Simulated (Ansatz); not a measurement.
Ti:
```
Ti
1.0
    2.86485     0.00000     0.00000
   -1.43242     2.48103     0.00000
    0.00000     0.00000     4.53043
Ti
2
Direct
  0.33333   0.66667   0.25000
  0.66667   0.33333   0.75000
```

Relaxed with LDA. Special points in fractions of this cell's reciprocal vectors: Γ (0.000, 0.000, 0.000); M (0.500, 0.000, 0.000); K (0.333, 0.333, 0.000); A (0.000, 0.000, 0.500); L (0.500, 0.000, 0.500); H (0.333, 0.333, 0.500).

Question: List the band energies nearest the Fermi level at these points for LDA (plane waves, PAW; program Ansatz).

Answer: In eV from the Fermi level; about four levels below and three above (degenerate sets whole), none deeper than 8.9 eV; points with the same levels are listed once.

```json
[
 {"k": "Γ", "below": "-6.26 -2.86", "above": "0.78 0.78 0.94"},
 {"k": "M", "below": "-2.42 -2.40 -2.06 -0.48", "above": "0.44 0.69 1.29"},
 {"k": "K", "below": "-1.93 -1.42 -1.42 -1.34", "above": "0.22 0.22 1.62"},
 {"k": "A", "below": "-4.32 -4.32", "above": "0.09 0.09 0.67 0.67 0.67 0.67"},
 {"k": "L", "below": "-2.75 -2.75 -0.92 -0.92", "above": "1.60 1.60 1.84 1.84"},
 {"k": "H", "below": "-1.20 -1.20 -0.15 -0.15", "above": "1.78 1.78 3.46 3.46"}
]
```

Space group P6_3/mmc (hcp (Mg type)). Symmetry was held in the LDA relaxation. No spin polarisation was allowed.

Potentials: the earlier of the program's two PAW sets. The files were generated under PBE; for other functionals the program regenerates the frozen cores, and for LDA and PBEsol the local potential too.
